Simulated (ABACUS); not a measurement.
Set-up for a self-consistent single point of a model cell of HfSi (P6_3/mmc, 4 atoms in the cell; prototype structure).

```yaml
crystal:
  lattice:
    - [4.39920, 0.00000, 0.00000]
    - [-2.19960, 3.80982, 0.00000]
    - [0.00000, 0.00000, 6.13140]
  atoms:
    - { symbol: Hf, position: [0.00000, 0.00000, 0.00000] }
    - { symbol: Hf, position: [0.00000, 0.00000, 0.50000] }
    - { symbol: Si, position: [0.33333, 0.66667, 0.25000] }
    - { symbol: Si, position: [0.66667, 0.33333, 0.75000] }
```

Method: ABACUS with PBEsol, numerical atomic orbitals TZDP (confined pseudo-atomic orbitals; energy shift 0.01 Ry), PseudoDojo 0.4 standard norm-conserving PBEsol (tails mended) pseudopotentials.

ABACUS settings:

| key | value |
|---|---|
| basis | TZDP numerical atomic orbitals, energy shift 0.01 Ry |
| KPT | Gamma 9 9 6 0 0 0 |
| basis_type | lcao |
| dft_functional | PBESOL |
| ecutwfc | 100 Ry |
| smearing_method | fd |
| smearing_sigma | 0.00999582 Ry |
| potentials | PseudoDojo 0.4 standard norm-conserving PBEsol (tails mended) |
| symmetry | 1 |
| symmetry_prec | 1e-05 |
| ks_solver | scalapack_gvx |
| scf_nmax | 100 |
| scf_thr | 1.0e-07 |
| mixing_type | broyden |
| mixing_beta | 0.7 |

Results:

```
Quantity                                                 Result
------------------------------------------------  -------------
Number of valence electrons                                  32
Number of bands                                              26
Number of k-points after the program's reduction             48
Size of the basis                                           100
Number of SCF iterations                                     10
Free energy E − TS                                -3296.7261 eV
Fermi level (on the code's own zero)                    7.66 eV
Pressure                                             -17.10 GPa
```

Stress (GPa, positive for compression):
```
-22.31    0.00    0.00
  0.00  -22.31    0.00
  0.00    0.00   -6.68
```

For comparison: a first run was changed to give this one (volume scaled by 1.02), and from it to this one the free energy goes up by 52.4 meV/atom and the pressure goes from -16.21 to -17.10 GPa.

Lattice and positions were typed or generated, without prior relaxation. The atom-centred basis is finite, which shifts total energies and pressures against plane waves.

Cost on one core: very roughly 50 core-seconds.

The atomic orbitals were generated for these runs; they are not ABACUS's published sets and were checked against plane waves on a few crystals only.

“Tails mended”: in these copies of the files the far tail of each local potential was reset to the Coulomb form.
